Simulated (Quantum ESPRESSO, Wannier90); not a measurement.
AlAs (zinc blende): Wannier90 run

```
AlAs
1.0
    0.00000     2.83790     2.83790
    2.83790     0.00000     2.83790
    2.83790     2.83790     0.00000
Al As
1 1
Cartesian
  0.00000   0.00000   0.00000
  1.41895   1.41895   1.41895
```

Materials Project entry mp-2172; symmetrised, unrelaxed at this level. COD (Crystallography Open Database) has an entry of this formula and space group (matched by these alone). Computed values, not measurements, from PBEsol: Quantum ESPRESSO (norm-conserving PseudoDojo potentials, cutoff 68 Ry, no spin polarisation, no spin-orbit coupling) on a Γ-centred 8×8×8 mesh, then Wannier90. Density: 10×10×10 mesh, cold smearing 0.01 Ry. Spin-orbit coupling, left out, would split the p-like bands by a few tenths of an eV.

Functional, cutoff and mesh named above are those of the base row (8×8×8); the first column says what each row takes instead. Model: 4 functions from bands 6-9, start SCDM (isolated) (the valence bands). Energies are relative to the valence-band maximum; the misfit is to pw.x on a path, for all bands of the set. Only the mesh of Bloch states changes. Ω_total can sit in another minimum from row to row; Ω_I of an isolated set cannot.

```json
[
 {"mesh": "3×3×3", "Ω_I (Å²)": "5.13", "Ω_total (Å²)": "5.82", "rms misfit (meV)": "243", "k-points (cost)": "27", "rough cost of nscf and overlaps (first row = 1)": "1.0"},
 {"mesh": "4×4×4", "Ω_I (Å²)": "5.99", "Ω_total (Å²)": "6.71", "rms misfit (meV)": "80", "k-points (cost)": "64", "rough cost of nscf and overlaps (first row = 1)": "2.0"},
 {"mesh": "5×5×5", "Ω_I (Å²)": "6.59", "Ω_total (Å²)": "7.31", "rms misfit (meV)": "64", "k-points (cost)": "125", "rough cost of nscf and overlaps (first row = 1)": "2.4"},
 {"mesh": "7×7×7", "Ω_I (Å²)": "7.29", "Ω_total (Å²)": "7.97", "rms misfit (meV)": "21", "k-points (cost)": "343", "rough cost of nscf and overlaps (first row = 1)": "6"},
 {"mesh": "8×8×8", "Ω_I (Å²)": "7.49", "Ω_total (Å²)": "8.15", "rms misfit (meV)": "11", "k-points (cost)": "512", "rough cost of nscf and overlaps (first row = 1)": "10"},
 {"mesh": "10×10×10", "Ω_I (Å²)": "7.74", "Ω_total (Å²)": "8.38", "rms misfit (meV)": "4.8", "k-points (cost)": "1000", "rough cost of nscf and overlaps (first row = 1)": "19"}
]
```
